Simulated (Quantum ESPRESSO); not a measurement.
**Band energies of GaAs**

```xyz
2
Lattice="0.0000 2.8302 2.8302 2.8302 0.0000 2.8302 2.8302 2.8302 0.0000" Properties=species:S:1:pos:R:3 pbc="T T T"
Ga     0.0000     0.0000     0.0000
As     4.2453     4.2453     4.2453
```

PBE (pw.x of Quantum ESPRESSO, ONCV potentials, no spin-orbit coupling); path ΓXWKΓLUWLK,UX; energies in eV from the valence-band maximum.

```
k (1/Å)  point  band 10  band 11  band 12  band 13  band 14  band 15  band 16  band 17
-------  -----  -------  -------  -------  -------  -------  -------  -------  -------
0.00         Γ   -14.73   -12.70     0.00     0.00     0.00     0.49     3.74     3.74
0.33             -14.73   -12.36    -2.43    -0.86    -0.86     2.53     3.04     5.04
0.78             -14.72   -11.02    -5.57    -2.30    -2.30     1.53     2.51     8.31
1.11         X   -14.72   -10.22    -6.79    -2.66    -2.66     1.48     1.67    10.15
1.22             -14.72   -10.21    -6.78    -2.76    -2.74     1.67     1.86     9.73
1.55             -14.73   -10.17    -6.63    -3.44    -3.27     3.92     4.04     6.30
1.67         W   -14.73   -10.16    -6.61    -3.51    -3.32     4.61     4.72     5.41
2.06         K   -14.72   -10.26    -6.61    -3.83    -2.24     1.97     4.64     7.94
2.49             -14.73   -11.19    -5.46    -3.20    -1.11     2.75     5.49     5.50
2.81             -14.73   -12.14    -3.41    -1.55    -0.34     2.37     4.18     4.31
3.23         Γ   -14.73   -12.70     0.00     0.00     0.00     0.49     3.74     3.74
3.66             -14.73   -12.15    -3.67    -0.58    -0.58     1.52     4.52     4.52
3.98             -14.73   -11.27    -6.01    -1.04    -1.04     1.09     4.69     4.69
4.20         L   -14.73   -10.95    -6.61    -1.13    -1.13     0.99     4.65     4.65
4.39             -14.73   -10.86    -6.56    -2.05    -1.32     1.87     4.41     5.08
4.78             -14.73   -10.34    -6.53    -3.86    -2.11     2.10     5.24     7.28
4.88         U   -14.72   -10.26    -6.61    -3.83    -2.24     1.97     4.64     7.94
5.07             -14.73   -10.22    -6.60    -3.73    -2.76     2.95     4.70     6.63
5.27         W   -14.73   -10.16    -6.61    -3.51    -3.32     4.61     4.72     5.41
5.46             -14.73   -10.31    -6.51    -3.71    -2.71     3.87     4.55     5.88
5.86             -14.73   -10.86    -6.56    -2.05    -1.34     1.91     4.36     5.12
6.05         L   -14.73   -10.95    -6.61    -1.13    -1.13     0.99     4.65     4.65
6.14             -14.73   -10.93    -6.60    -1.37    -1.17     1.23     4.58     4.73
6.48             -14.73   -10.56    -6.46    -3.43    -1.80     2.36     5.19     6.43
6.73         K   -14.72   -10.26    -6.61    -3.83    -2.24     1.97     4.64     7.94
6.73         U   -14.72   -10.26    -6.61    -3.83    -2.24     1.97     4.64     7.94
7.13         X   -14.72   -10.22    -6.79    -2.66    -2.66     1.48     1.67    10.15
```

The PBE gap is direct, 0.49 eV at Γ.

Spin-orbit splittings are left out.

Geometry relaxed with PBEsol.
